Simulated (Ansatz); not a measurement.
Starting cell, Cu (fcc, Cu type):

```
Cu
1.0
    0.00000     3.57902     3.57902
    1.78951     1.78951     3.57902
    1.78951     1.78951     0.00000
Cu
2
Direct
  0.00000   0.00000   0.00000
  0.50000   0.00000   0.00000
```

The atoms are displaced by Q × the pattern below (from a DFPT mode at X = (0.5, 0.5, 0.0), largest move 1; Q in Å), at fixed cell. It is one choice among 2 degenerate patterns. (q is in reciprocal vectors of the primitive cell; the cell shown is doubled to hold the pattern.)

```csv
atom,x,y,z
Cu1,0.000,1.000,0.000
Cu2,0.000,-1.000,0.000
```

Computed with r2SCAN (plane waves to 500 eV, PAW, scalar-relativistic; Ansatz, an electronic-structure program). k mesh 22×22×22 (Γ-centred), Fermi-Dirac smearing 0.05 eV. E stands for the smeared free energy. With partly filled bands, energies and forces of such displacements shift with the k mesh and the smearing. Cu is run without spin polarisation. Cu was relaxed with its symmetry unable to fall. The PAW data are Ansatz's earlier set. The zero of ΔE is the undisplaced structure. The last digit holds for this mesh only.

```csv
Q (Å),ΔE (meV/cell)
-0.2800,644.3
-0.2333,withheld
-0.1867,272.6
-0.1400,150.6
-0.0933,66.0
-0.0467,16.4
0.0000,0.0
0.0467,16.4
0.0933,66.0
0.1400,150.6
0.1867,272.6
0.2333,withheld
0.2800,644.3
```

### Question
Fit an even polynomial form (powers 2, 4) to the given rows and predict ΔE at Q = -0.2333.

### Answer
Least squares on the 11 given rows: ΔE = (7503)·Q² + (9116)·Q⁴, in meV/cell with Q in Å; root-mean-square residual 0.02 meV/cell. At -0.2333 the fit gives 435.4 meV/cell; the calculation gives 435.8 meV/cell, so the interpolation is off by -0.4 (-0.1 %). The quadratic term alone would give 408.4 meV/cell.

(For displaced atoms, the force is minus the slope of the energy, and its curvature is a force constant, which sets phonon frequencies.)
